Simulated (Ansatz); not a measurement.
Zr (hcp (Mg type), P6_3/mmc) under volume change, the program Ansatz at the PBEsol level (PAW), shape and atoms relaxed at each volume.

```
V (Å³/atom)  E − E(relaxed) (meV/atom)  P (GPa)
-----------  -------------------------  -------
20.436                            62.6    10.54
21.110                             ___      ___
21.783                             6.5     3.13
22.457                             0.0     0.00
23.131                             6.0    -2.78
23.805                            22.9    -5.23
24.478                             ___      ___
```

### Question
Some entries are withheld; supply them.

### Answer

- 24.478, E − E(relaxed) (meV/atom): 49.5
- 24.478, P (GPa): -7.38
- 21.110, E − E(relaxed) (meV/atom): 26.8
- 21.110, P (GPa): 6.60

### Question
What does a third-order Birch–Murnaghan fit give for V₀, B₀ and B′?

### Answer
V₀ = 22.46 Å³/atom, B₀ = 97.6 GPa, B′ = 2.9.

Symmetry was held in the PBEsol relaxation. No spin polarisation was allowed.

Potentials: the later of the program's two PAW sets.
